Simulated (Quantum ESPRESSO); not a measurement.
# InPt2W3Pd2: input and log of a self-consistent run

Computed values, not a measurement. The program is pw.x of Quantum ESPRESSO 7.5 (plane-wave density functional theory). The cell is made up: eight metal atoms on a face-centred cubic lattice, with elements, volume, strain and displacements drawn at random and not relaxed, so it may be unstable or far from any real phase. PseudoDojo standard norm-conserving files set the functional (PBE unless stated); there is no spin polarisation or spin-orbit coupling, the Fermi-Dirac width of 0.25 eV means electrons at about 2900 K, and the masses in the input are unused placeholders. Heavy elements are run without spin-orbit coupling, which real alloys of them have. A spin test at this wide smearing found no moment, but such smearing suppresses magnetism that the real alloy may have.

Input:

```
&control calculation='scf', pseudo_dir='./dojo.nc.sr.pbe.v0_5.standard.upf', outdir='./o', disk_io='minimal', tprnfor=.true., tstress=.true. /
&system ibrav=0, nat=8, ntyp=4, nbnd=82, ecutwfc=84.00895049, nosym=.true., tot_charge=0,
 occupations='smearing', smearing='fd', degauss=0.0183746611
/
&electrons conv_thr=1.470e-08, electron_maxstep=70, mixing_beta=0.5 /
ATOMIC_SPECIES
In 1.0 In.upf
Pd 1.0 Pd.upf
Pt 1.0 Pt.upf
W 1.0 W.upf
CELL_PARAMETERS angstrom
-3.9628 -0.0333 0.0546
-0.0879 -4.0163 4.0294
0.0227 6.1407 2.131
ATOMIC_POSITIONS angstrom
In -0.0052 -0.0683 0.0617
Pt -0.0056 2.0594 1.9892
W -0.1284 -2.0889 1.9457
W -0.1071 0.0435 4.0434
Pt -1.94 4.0772 2.0632
Pd -1.9692 0.0502 2.1275
Pd -2.1214 2.0602 4.1596
W -2.0119 -1.9406 4.067
K_POINTS automatic
6 5 4 1 1 1
```

The log is shortened where brackets say so; the opening notice, blank lines, dates and the lines on written files are dropped, and the path of the files is cut. It prints rydbergs, bohrs and kilobars, and counts compression as positive stress. Its total energy is the free energy E - TS of the whole cell.

```
     Program PWSCF v.7.5
     Parallel version (MPI & OpenMP), running on       4 processor cores
     Number of MPI processes:                 4
     Threads/MPI process:                     1
     [start-up lines left out]
     bravais-lattice index     =            0
     lattice parameter (alat)  =       7.4896  a.u.
     unit-cell volume          =     890.3461 (a.u.)^3
     number of atoms/cell      =            8
     number of atomic types    =            4
     number of electrons       =       127.00
     number of Kohn-Sham states=           82
     kinetic-energy cutoff     =      84.0090  Ry
     charge density cutoff     =     336.0358  Ry
     scf convergence threshold =      1.5E-08
     mixing beta               =       0.5000
     number of iterations used =            8  plain     mixing
     Exchange-correlation= PBE
                           (   1   4   3   4   0   0   0)
     [axes and pseudopotential details left out]
   Cartesian axes
     site n.     atom                  positions (alat units)
         1        In     tau(   1) = (  -0.0013120  -0.0172330   0.0155678  )
         2        Pt     tau(   2) = (  -0.0014130   0.5196154   0.5019029  )
         3        W      tau(   3) = (  -0.0323971  -0.5270587   0.4909273  )
         4        W      tau(   4) = (  -0.0270228   0.0109757   1.0202063  )
         5        Pt     tau(   5) = (  -0.4894891   1.0287345   0.5205742  )
         6        Pd     tau(   6) = (  -0.4968567   0.0126662   0.5367980  )
         7        Pd     tau(   7) = (  -0.5352589   0.5198172   1.0495252  )
         8        W      tau(   8) = (  -0.5076305  -0.4896405   1.0261609  )
     number of k points=    60  Fermi-Dirac smearing, width (Ry)=  0.0184
                       cart. coord. in units 2pi/alat
        k(    1) = (  -0.0818256   0.0352666   0.1317269), wk =   0.0333333
        k(    2) = (  -0.0811864   0.1551471   0.2512316), wk =   0.0333333
     [further k points left out]
     Dense  grid:    92589 G-vectors     FFT dimensions: (  45,  64,  72)
     Estimated max dynamical RAM per process >     404.35 MB
     Estimated total dynamical RAM >       1.51 GB
     Initial potential from superposition of free atoms
     starting charge     126.9939, renormalised to     127.0000
     Starting wfcs are   77 randomized atomic wfcs +    5 random wfcs
     total cpu time spent up to now is        7.4 secs
     per-process dynamical memory:   318.3 Mb
     Self-consistent Calculation
     iteration #  1     ecut=    84.01 Ry     beta= 0.50
     Davidson diagonalization with overlap
     ethr =  1.00E-02,  avg # of iterations =  3.5
     total cpu time spent up to now is       28.2 secs
     total energy              =   -1645.18836894 Ry
     estimated scf accuracy    <      11.55587892 Ry
     iteration #  2     ecut=    84.01 Ry     beta= 0.50
     Davidson diagonalization with overlap
     ethr =  9.10E-03,  avg # of iterations =  2.2
     total cpu time spent up to now is       48.9 secs
     total energy              =   -1649.92409336 Ry
     estimated scf accuracy    <      35.60593755 Ry
     iteration #  3     ecut=    84.01 Ry     beta= 0.50
     Davidson diagonalization with overlap
     ethr =  9.10E-03,  avg # of iterations =  2.0
     total cpu time spent up to now is       67.6 secs
     total energy              =   -1652.39153202 Ry
     estimated scf accuracy    <       4.93095375 Ry
     iteration #  4     ecut=    84.01 Ry     beta= 0.50
     Davidson diagonalization with overlap
     ethr =  3.88E-03,  avg # of iterations =  1.1
     total cpu time spent up to now is       83.3 secs
     total energy              =   -1652.30709894 Ry
     estimated scf accuracy    <       2.28826533 Ry
     iteration #  5     ecut=    84.01 Ry     beta= 0.50
     Davidson diagonalization with overlap
     ethr =  1.80E-03,  avg # of iterations =  1.4
     total cpu time spent up to now is       99.5 secs
     total energy              =   -1652.29407682 Ry
     estimated scf accuracy    <       0.70648077 Ry
     [iterations 6 to 14 left out]
     iteration # 15     ecut=    84.01 Ry     beta= 0.50
     Davidson diagonalization with overlap
     ethr =  1.70E-08,  avg # of iterations =  1.0
     total cpu time spent up to now is      275.8 secs
     total energy              =   -1652.34545140 Ry
     estimated scf accuracy    <       0.00000086 Ry
     iteration # 16     ecut=    84.01 Ry     beta= 0.50
     Davidson diagonalization with overlap
     ethr =  6.79E-10,  avg # of iterations =  4.2
     total cpu time spent up to now is      296.0 secs
     total energy              =   -1652.34545144 Ry
     estimated scf accuracy    <       0.00000134 Ry
     iteration # 17     ecut=    84.01 Ry     beta= 0.50
     Davidson diagonalization with overlap
     ethr =  6.79E-10,  avg # of iterations =  2.0
     total cpu time spent up to now is      313.2 secs
     total energy              =   -1652.34545157 Ry
     estimated scf accuracy    <       0.00000054 Ry
     iteration # 18     ecut=    84.01 Ry     beta= 0.50
     Davidson diagonalization with overlap
     ethr =  4.27E-10,  avg # of iterations =  1.0
     total cpu time spent up to now is      329.1 secs
     total energy              =   -1652.34545161 Ry
     estimated scf accuracy    <       0.00000012 Ry
     iteration # 19     ecut=    84.01 Ry     beta= 0.50
     Davidson diagonalization with overlap
     ethr =  9.76E-11,  avg # of iterations =  1.0
     total cpu time spent up to now is      345.0 secs
     End of self-consistent calculation
     [lines on levels left out]
!    total energy              =   -1652.34545162 Ry
     estimated scf accuracy    <          5.7E-09 Ry
     smearing contrib. (-TS)   =      -0.10262452 Ry
     internal energy E=F+TS    =   -1652.24282711 Ry
     The total energy is F=E-TS. E is the sum of the following terms:
     one-electron contribution =    -395.02123035 Ry
     hartree contribution      =     279.07151345 Ry
     xc contribution           =    -319.13176936 Ry
     ewald contribution        =   -1217.16134085 Ry
     convergence has been achieved in  19 iterations
     Forces acting on atoms (cartesian axes, Ry/au):
     atom    1 type  1   force =     0.00676972    0.02132943   -0.01876709
     atom    2 type  3   force =     0.00106429    0.01283312    0.02617865
     atom    3 type  4   force =     0.00773317    0.00008408    0.06928057
     atom    4 type  4   force =     0.01519882   -0.07413980   -0.04664726
     atom    5 type  3   force =    -0.01004110   -0.03782903    0.00434263
     atom    6 type  2   force =    -0.01771967    0.00412036   -0.00972415
     atom    7 type  2   force =     0.01327552    0.01663231   -0.01163094
     atom    8 type  4   force =    -0.01628075    0.05696953   -0.01303241
     Total force =     0.143917     Total SCF correction =     0.000338
     Computing stress (Cartesian axis) and pressure
          total   stress  (Ry/bohr**3)                   (kbar)     P=      -27.70
  -0.00031086  -0.00010666   0.00023349          -45.73      -15.69       34.35
  -0.00010666  -0.00010021  -0.00029089          -15.69      -14.74      -42.79
   0.00023349  -0.00029089  -0.00015389           34.35      -42.79      -22.64
     init_run     :      6.71s CPU      7.18s WALL (       1 calls)
     electrons    :    327.06s CPU    337.68s WALL (       1 calls)
     forces       :      3.27s CPU      3.30s WALL (       1 calls)
     stress       :     11.29s CPU     11.64s WALL (       1 calls)
     [timing details left out]
     PWSCF        :   5m48.57s CPU   6m 0.08s WALL
     JOB DONE.
```

In other units: free energy -22481.305 eV for the cell, pressure -2.77 GPa, largest force component 1.906 eV/Å in size. The run took 362 s of wall time with four MPI processes on a shared machine (AMD EPYC, older, virtual cores), so the time is rough. A rerun of this cell at a higher cutoff and on a denser mesh moved values by no more than 0.005 eV in energy, 0.07 GPa in stress and 0.004 eV/Å in force, and a second program with other atomic files agreed on that cell to 2 % rms in force and 0.5 GPa in pressure.